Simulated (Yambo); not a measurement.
G0W0@PBEsol for K$_{3}$RhF$_{6}$ (space group Fm-3m, No. 225) in Yambo. Reference settings: 2×2×2 Γ-centred k mesh, bands 5 to 328 and a 8 Ry block in the screening, 328 bands in G with the Bruneval-Gonze terminator, plasmon pole fitted at 27.2 eV. The PBEsol gap X → X on this mesh is 2.11 eV; G0W0 gaps are taken between the same points.

The settings were changed. The gap went from 5.98 eV to 6.00 eV, and the shift of the valence edge from -1.62 eV to -1.21 eV.

Task: What was changed between the two runs?
A) 3 Ry block
B) 212 bands in G
C) 212 bands in G, no terminator
D) 212 bands in W, 212 bands in G

Result: C, 212 bands in G, no terminator. The others gave (gap, valence shift): 3 Ry block: 6.16, -1.71 eV; 212 bands in G: 5.97, -1.62 eV; 212 bands in W, 212 bands in G: 6.02, -1.58 eV.

Spin-orbit coupling is not included.

Geometry of the Materials Project entry, not relaxed at this level; primitive cell a = b = c = 6.237 Å, α = β = γ = 60.00°.

The structure is a Materials Project entry; no match was found in the copy of COD used, and its stability was not checked.

A shift is the quasiparticle energy of the state minus its PBEsol energy.
